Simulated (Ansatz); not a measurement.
SrTiO₃ (cubic perovskite)

```
SrTiO3
1.0
    3.93649     0.00000     0.00000
    0.00000     3.93649     0.00000
    0.00000     0.00000     3.93649
Sr Ti O
1 1 3
Direct
  0.00000   0.00000   0.00000
  0.50000   0.50000   0.50000
  0.00000   0.50000   0.50000
  0.50000   0.50000   0.00000
  0.50000   0.00000   0.50000
```

The atoms are displaced by Q × the pattern below (from a DFPT mode at Γ, largest move 1; Q in Å), at fixed cell. It is one choice among 3 degenerate patterns.

| atom | x | y | z |
|---|---|---|---|
| Sr1 | 0.000 | 0.000 | -0.820 |
| Ti2 | 0.000 | 0.000 | 1.000 |
| O3 | 0.000 | 0.000 | 0.576 |
| O4 | 0.000 | 0.000 | 0.349 |
| O5 | 0.000 | 0.000 | 0.576 |

Method: PBE (plane waves to 420 eV, PAW, scalar-relativistic; Ansatz, an electronic-structure program). k mesh 8×8×8 (Γ-centred), Fermi-Dirac smearing 0.05 eV. The energy includes the smearing's −TS. SrTiO3 is run without spin polarisation. SrTiO3 was relaxed with its symmetry unable to fall. The PAW data are Ansatz's earlier set. ΔE is measured from the undisplaced structure.

| Q (Å) | ΔE (meV/cell) |
|---|---|
| -0.2800 | 412 |
| -0.2333 | 275 |
| -0.1867 | 170 |
| -0.1400 | withheld |
| -0.0933 | 40 |
| -0.0467 | 10 |
| 0.0000 | 0 |
| 0.0467 | 10 |
| 0.0933 | 40 |
| 0.1400 | withheld |
| 0.1867 | 170 |
| 0.2333 | 275 |
| 0.2800 | 412 |

Question: Fit an even polynomial form (powers 2, 4) to the given rows and predict ΔE at Q = -0.1400.

Answer: Least squares on the 11 given rows: ΔE = (4574)·Q² + (8701)·Q⁴, in meV/cell with Q in Å; root-mean-square residual 0.2 meV/cell. At -0.1400 the fit gives 93 meV/cell; the calculation gives 93 meV/cell, the same to the digits shown. The quadratic term alone would give 90 meV/cell.

(A displaced cell: forces are minus the slopes of the energy, force constants its curvatures, and phonons follow from these.)
